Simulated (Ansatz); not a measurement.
YbTaZnSe$_{3}$: input and output

input.yaml (Ansatz 0.2.0)

```yaml
crystal:
  lattice:
    - [3.790928, 0.0, 0.0]
    - [1.895464, -7.324444, 0.0]
    - [0.0, 0.0, -10.028101]
  atoms:
    - { symbol: Yb, position: [0.0, 0.0, 0.0] }
    - { symbol: Yb, position: [0.0, 0.0, 0.5] }
    - { symbol: Ta, position: [0.74146, 0.51708, 0.75] }
    - { symbol: Ta, position: [0.25854, 0.48292, 0.25] }
    - { symbol: Se, position: [0.38274, 0.23452, 0.94461] }
    - { symbol: Se, position: [0.61726, 0.76548, 0.44461] }
    - { symbol: Se, position: [0.61726, 0.76548, 0.05539] }
    - { symbol: Se, position: [0.38274, 0.23452, 0.55539] }
    - { symbol: Se, position: [0.05479, 0.89042, 0.75] }
    - { symbol: Se, position: [0.94521, 0.10958, 0.25] }
    - { symbol: Zn, position: [0.46031, 0.07938, 0.75] }
    - { symbol: Zn, position: [0.53969, 0.92062, 0.25] }
kpoints:
  mp_grid: { grid: [5, 5, 2], shift: [0, 0, 0] }
  band_path:
    path:
      - [0.0, 0.0, 0.0]
      - [0.0, -0.5, 0.0]
      - [0.46651489, -0.26674256, 0.0]
      - [0.53348511, 0.26674256, 0.0]
      - [0.0, 0.0, 0.0]
      - [0.0, 0.0, -0.5]
      - [0.53348511, 0.26674256, -0.5]
      - [0.46651489, -0.26674256, -0.5]
      - [0.0, -0.5, -0.5]
      - [0.0, -0.5, 0.0]
      - [0.0, 0.0, 0.0]
    npoints: 6
magnetization:
  spin_polarized: false
scf:
  occupations: { method: fermi_dirac }
  lower_state_search: "off"
  max_iter: 200
hamiltonian:
  pseudopotentials: { kind: paw }
  xc: r2scan
basis:
  ecutwfc: 500
  fft_grid_basis: typed
output:
  forces: true
  stress: true
  eigenvalues: true
  populations: true
  elf: true
  write_potential: true
  volumetric_format: npy
  dos:
    e_range: [-12, 8]
    de: 0.05
    projected: { site_lists: { Se: [Se], Ta: [Ta], Yb: [Yb], Zn: [Zn] } }
checkpoint:
  read: saved_state
```

The saved state is an earlier solution for the same cell, perhaps on another mesh. 

Excerpt of what it printed:

```
Free energy (F): -87018.9779 eV
Harris-Foulkes:  -87018.9779 eV  (|F-HF|=3.74e-8)
Internal energy: -87018.5243 eV  (E = F + TS)
E sigma→0 (E₀):  -87018.7511 eV
Entropy (-TS):   -0.4536 eV (-37.803 meV/atom)
Fermi energy:    11.2243 eV
--- Per-component energies (eV) ---
  E_band       = -2519.0790
  E_kinetic    = 2455.5902
  E_local      = -37640.2593  (includes V_loc(G=0)·N_el)
  E_nonlocal   = -1255.9871
  E_hartree    = 17516.7654
  E_xc         = -1581.8154
  E_vxc        = -1662.1585  (∫ρ·V_xc dr)
  E_paw        = -46796.8442  (= ΣΔE_a)
  E_vpaw       = 462.3083  (= ΣTr[D̂ρ^β])
  E_aug_tail   = -0.0012  (compensation charges beyond the density's cutoff)
  E_vtau       = 87.8717  (kinetic-family band-sum trace: ∫τ·v_τ [+ j·A + Jᵃ·Aᵃ] dr)
  E_ewald      = -19705.2046
  E_core_change = -10.7680  (= ΣΔE_core)
  E_smearing   = -0.4536  (= −TS)
--- Forces (eV/Å), atoms counted from 1 ---
  atom   1  Yb     0.0000     0.0000     0.0000
  atom   2  Yb     0.0000     0.0000     0.0000
  atom   3  Ta     0.0000     0.6547     0.0000
  atom   4  Ta     0.0000    -0.6547     0.0000
  atom   5  Se     0.0000    -4.1444    -0.3480
  atom   6  Se     0.0000     4.1444    -0.3480
  atom   7  Se     0.0000     4.1444     0.3480
  atom   8  Se     0.0000    -4.1444     0.3480
  atom   9  Se     0.0000     3.5218     0.0000
  atom  10  Se     0.0000    -3.5218     0.0000
  atom  11  Zn     0.0000     0.0619     0.0000
  atom  12  Zn     0.0000    -0.0619     0.0000
--- Stress (GPa, compression-positive) ---
        6.6390       0.0000       0.0000
        0.0000       4.8585       0.0000
        0.0000       0.0000      12.9490
  P = ⅓ Tr σ = 8.1488 GPa (81.488 kbar)
--- Löwdin populations: 12 sites ---
  site symbol       q [e]
     0     Yb     24.4106
     1     Yb     24.4106
     2     Ta     12.3549
     3     Ta     12.3549
     4     Se     16.3911
     5     Se     16.3911
     6     Se     16.3911
     7     Se     16.3911
     8     Se     16.4751
     9     Se     16.4751
    10     Zn     10.5966
    11     Zn     10.5966
  spilling = 0.0039 (of n_electrons = 194.0000)
```

Origin: a known structure type with other elements, at an estimated volume, so it need not be a known compound. Caveats: no spin polarisation, so a magnetic state may lie lower; the k mesh is coarse if the cell is a metal; atoms or cell far from equilibrium; f levels without a U or exact exchange are poorly placed.
